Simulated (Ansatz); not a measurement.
Here is the system:

YTl$_{3}$:
```yaml
crystal:
  lattice:
    - [4.67745, 0.00000, 0.00000]
    - [0.00000, 4.67745, 0.00000]
    - [0.00000, 0.00000, 4.67745]
  atoms:
    - { symbol: Tl, position: [0.00000, 0.50000, 0.50000] }
    - { symbol: Tl, position: [0.50000, 0.00000, 0.50000] }
    - { symbol: Tl, position: [0.50000, 0.50000, 0.00000] }
    - { symbol: Y, position: [0.00000, 0.00000, 0.00000] }
```

This is the PBEsol-relaxed structure.

Question: All from the program Ansatz at the PBEsol level (PAW), unless another level is named. Estimate the formation energy from the elements (no fitted shifts).

Answer: -0.32 eV/atom.

Question: And the density of states at the Fermi level?

Answer: 0.50 states/eV per atom (mean over ±0.08 eV).

Question: Predict the gap with spin–orbit coupling.

Answer: none (metallic).

Space group Pm-3m (Cu3Au type). The workflow started from an entry of the Crystallography Open Database (COD). Its standing as an ambient phase is unchecked. Symmetry was held in the PBEsol relaxation; whether a distortion lowers the energy is not shown. The run is not spin-polarised. The references are the lowest solids computed at this level, not always the standard phases. Spin–orbit coupling is left out wherever it is not named.

Potentials: the later of the program's two PAW sets.
